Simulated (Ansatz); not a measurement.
# Sb2Se3: gradients before and after relaxing the atoms

Start: a structure deposited in the COD, atoms as given.

```yaml
crystal:
  lattice:
    - [11.77000, 0.00000, 0.00000]
    - [0.00000, 3.96200, 0.00000]
    - [0.00000, 0.00000, 11.62000]
  atoms:
    - { symbol: Sb, position: [0.03050, 0.25000, 0.32800] }
    - { symbol: Sb, position: [0.96950, 0.75000, 0.67200] }
    - { symbol: Sb, position: [0.46950, 0.75000, 0.82800] }
    - { symbol: Sb, position: [0.53050, 0.25000, 0.17200] }
    - { symbol: Sb, position: [0.14780, 0.75000, 0.03970] }
    - { symbol: Sb, position: [0.85220, 0.25000, 0.96030] }
    - { symbol: Sb, position: [0.35220, 0.25000, 0.53970] }
    - { symbol: Sb, position: [0.64780, 0.75000, 0.46030] }
    - { symbol: Se, position: [0.05340, 0.25000, 0.87320] }
    - { symbol: Se, position: [0.94660, 0.75000, 0.12680] }
    - { symbol: Se, position: [0.44660, 0.75000, 0.37320] }
    - { symbol: Se, position: [0.55340, 0.25000, 0.62680] }
    - { symbol: Se, position: [0.13020, 0.75000, 0.44340] }
    - { symbol: Se, position: [0.86980, 0.25000, 0.55660] }
    - { symbol: Se, position: [0.36980, 0.25000, 0.94340] }
    - { symbol: Se, position: [0.63020, 0.75000, 0.05660] }
    - { symbol: Se, position: [0.21320, 0.25000, 0.19350] }
    - { symbol: Se, position: [0.78680, 0.75000, 0.80650] }
    - { symbol: Se, position: [0.28680, 0.75000, 0.69350] }
    - { symbol: Se, position: [0.71320, 0.25000, 0.30650] }
```

Atom numbers follow the list; atoms alike are taken as one site, whose name carries the number of the first.

Computed with Ansatz: DFT, PBE, plane waves and PAW, scalar-relativistic, 420 eV cutoff, Γ-centred 3×7×3 k-points, Fermi–Dirac smearing 0.02 eV.

The largest force at the start is 0.44 eV/Å. Relaxing the ions at fixed cell moves them by 0.058 Å at most (atom 2, Sb) and 0.045 Å rms.

```json
{"site": "Sb1", "atom": "1", "moved (Å)": "0.058", "first shell before": "3 Se at 2.66 Å; also 3 Se at 3.22–3.26 Å", "first shell after": "3 Se at 2.71 Å; also 3 Se at 3.18 Å", "V_zz before (10²¹ V/m²)": "-13.00", "η before": "0.42"}
{"site": "Sb5", "atom": "5", "moved (Å)": "0.014", "first shell before": "3 Se at 2.58–2.78 Å; also 4 Se at 2.98–3.46 Å", "first shell after": "3 Se at 2.63–2.80 Å; also 4 Se at 3.01–3.45 Å", "V_zz before (10²¹ V/m²)": "-17.35", "η before": "0.01"}
{"site": "Se9", "atom": "9", "moved (Å)": "0.055", "first shell before": "1 Sb at 2.58 Å; also 2 Sb at 2.98 Å", "first shell after": "1 Sb at 2.63 Å; also 4 Sb at 3.01–3.18 Å", "V_zz before (10²¹ V/m²)": "16.66", "η before": "0.82"}
{"site": "Se13", "atom": "13", "moved (Å)": "0.050", "first shell before": "2 Sb at 2.66 Å, angle 96°; also 1 Sb at 3.26 Å", "first shell after": "2 Sb at 2.71 Å, angle 94°; also 1 Sb at 3.18 Å", "V_zz before (10²¹ V/m²)": "-28.6", "η before": "0.25"}
{"site": "Se17", "atom": "17", "moved (Å)": "0.035", "first shell before": "3 Sb at 2.66–2.78 Å", "first shell after": "3 Sb at 2.71–2.80 Å", "V_zz before (10²¹ V/m²)": "9.08", "η before": "0.66"}
```

(1) How do the gradients change?

Answers

(1) 

```json
{"site": "Sb1", "atom": "1", "V_zz after": "-10.43", "η after": "0.50", "change of V_zz": "+2.57"}
{"site": "Sb5", "atom": "5", "V_zz after": "-13.74", "η after": "0.02", "change of V_zz": "+3.61"}
{"site": "Se9", "atom": "9", "V_zz after": "15.27", "η after": "0.95", "change of V_zz": "-1.39"}
{"site": "Se13", "atom": "13", "V_zz after": "-26.4", "η after": "0.12", "change of V_zz": "+2.18"}
{"site": "Se17", "atom": "17", "V_zz after": "7.57", "η after": "0.55", "change of V_zz": "-1.51"}
```

The largest change of V_zz is on Sb5, from -17.35 to -13.74. In per cent, |V_zz| changes by -21 to -20 on Sb, -17 to -8 on Se (all sites that start above 0.5).

Without spin–orbit coupling (the program notes it for Sb) the gradients can shift somewhat, as the gap is small. With these PAW files V_zz is typically within 2 to 3 % of all-electron values, but misses above 10 % occur on Sb.
